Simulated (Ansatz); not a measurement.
The relaxed structure here is a generated cell of MgF2: the first start was made by a random draw of sites in a space group, and the end was not matched to a known phase here, so it may be hypothetical. Known forms of MgF2 include space group No. 136.

One stationary structure of MgF₂. Space group P4₂/mmc (No. 131). Level of theory: PBE (plane waves to 420 eV, PAW, scalar-relativistic; Ansatz, a first-principles code).

```cif
data_F4Mg2
_chemical_formula_sum 'F4 Mg2'
_space_group_name_H-M_alt 'P 1'
_space_group_IT_number 1
_cell_length_a 3.95998
_cell_length_b 3.95998
_cell_length_c 5.75384
_cell_angle_alpha 90.000
_cell_angle_beta 90.000
_cell_angle_gamma 90.000
loop_
_space_group_symop_operation_xyz
  'x, y, z'
loop_
_atom_site_label
_atom_site_type_symbol
_atom_site_fract_x
_atom_site_fract_y
_atom_site_fract_z
_atom_site_occupancy
F1 F 0.00000 0.00000 0.00000 1
F2 F 0.00000 0.00000 0.50000 1
F3 F 0.00000 0.50000 0.00000 1
F4 F 0.50000 0.00000 0.50000 1
Mg1 Mg 0.50000 0.50000 0.25000 1
Mg2 Mg 0.50000 0.50000 0.75000 1
```

**Question.** Estimate the magnetic moment that PBE returns for this input.

**Answer.** Net 0.15 μB/atom, ferromagnetic.

Spin state reached: ferromagnetic (net 0.15 μB/atom); other spin orders were not run from this start.

The run could not lose the symmetry of its start, so the end can be a saddle point.

All atoms sit on sites fixed by symmetry, so only the cell could relax.
